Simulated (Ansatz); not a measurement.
YSe (rock salt, space group No. 225) under volume change, PBEsol in the plane-wave PAW code Ansatz, scaled uniformly.

```json
[
 {"V (Å³/atom)": "20.944", "E − E(relaxed) (meV/atom)": "…", "P (GPa)": "…"},
 {"V (Å³/atom)": "21.634", "E − E(relaxed) (meV/atom)": "…", "P (GPa)": "…"},
 {"V (Å³/atom)": "22.325", "E − E(relaxed) (meV/atom)": "6.0", "P (GPa)": "2.84"},
 {"V (Å³/atom)": "23.015", "E − E(relaxed) (meV/atom)": "0.0", "P (GPa)": "0.00"},
 {"V (Å³/atom)": "23.706", "E − E(relaxed) (meV/atom)": "5.3", "P (GPa)": "-2.42"},
 {"V (Å³/atom)": "24.396", "E − E(relaxed) (meV/atom)": "20.3", "P (GPa)": "-4.47"},
 {"V (Å³/atom)": "25.086", "E − E(relaxed) (meV/atom)": "43.4", "P (GPa)": "-6.21"}
]
```

Some entries are withheld; supply them.


- 20.944, E − E(relaxed) (meV/atom): 60.0
- 20.944, P (GPa): 10.10
- 21.634, E − E(relaxed) (meV/atom): 25.2
- 21.634, P (GPa): 6.18

What does a third-order Birch–Murnaghan fit give for V₀, B₀ and B′?

V₀ = 23.02 Å³/atom, B₀ = 87.1 GPa, B′ = 4.4.

Space group Fm-3m (rock salt). The workflow started from an entry of the Crystallography Open Database (COD). Its standing as an ambient phase is unchecked. The cell was relaxed with PBEsol under the symmetry of its start; of distortions, only those at the zone centre were tested. No spin polarisation was allowed.

Potentials: the later of the program's two PAW sets.
